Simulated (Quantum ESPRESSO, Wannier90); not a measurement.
**Mg2Si (Fm-3m), plane waves to Wannier functions**

```yaml
crystal:
  lattice:
    - [0.00000, 3.16982, 3.16982]
    - [3.16982, 0.00000, 3.16982]
    - [3.16982, 3.16982, 0.00000]
  atoms:
    - { symbol: Mg, position: [0.25000, 0.25000, 0.25000] }
    - { symbol: Mg, position: [0.75000, 0.75000, 0.75000] }
    - { symbol: Si, position: [0.00000, 0.00000, 0.00000] }
```

Materials Project entry mp-1367; symmetrised, unrelaxed at this level. COD (Crystallography Open Database) has an entry of this formula and space group (matched by these alone). Level: PBEsol, no spin polarisation, no spin-orbit coupling; pw.x of Quantum ESPRESSO at 68 Ry with PseudoDojo potentials, 8×8×8 k-points, Wannier90. Density: 8×8×8 mesh, cold smearing 0.01 Ry. The gap is small at this level and was sampled on the meshes and a path alone.

The plane-wave run has 29 bands and 24 electrons a cell. On the energy scale of pw.x, whose zero is arbitrary, the valence-band maximum lies at 5.85 eV.

Isolated groups of bands, relative to the valence-band maximum (bands from 13 on overlap up to the last one computed):

```
bands  from (eV)  to (eV)  filling             weight on atomic waves
-----  ---------  -------  -------  ---------------------------------
1–2       -75.67   -75.67   filled                         Mg 2s 99 %
3–8       -42.62   -42.59   filled                        Mg 2p 100 %
9          -9.15    -7.09   filled             Si 3s 70 %, Mg 3s 27 %
10–12      -4.80     0.00   filled  Si 3p 75 %, Mg 3s 15 %, Si 3s 4 %
```

Input w.win, without the blocks of cell, atoms and k-points (512 lines):

```
num_bands = 21
num_wann = 12
exclude_bands = 1-8
num_iter = 800
conv_tol = 1.0e-6
conv_window = 4
dis_num_iter = 1000
dis_conv_tol = 1.0e-6
dis_froz_max = 13.65
write_hr = true
write_u_matrices = true
begin projections
Mg: s;p
Si: s;p
end projections
mp_grid = 8 8 8
```

wannier90.x stops with:
```
dis_windows: More states in the frozen window than target WFs
```
At some k-point more bands lie below dis_froz_max than there are Wannier functions, and every frozen state has to fit into the subspace. Mended as below, all else unchanged, the run goes through (Ω_I = 21.2 Å²) and follows the plane-wave bands to 8.1 meV rms (states up to 1.1 eV relative to the valence-band maximum).
```
dis_froz_max = 7.47
```
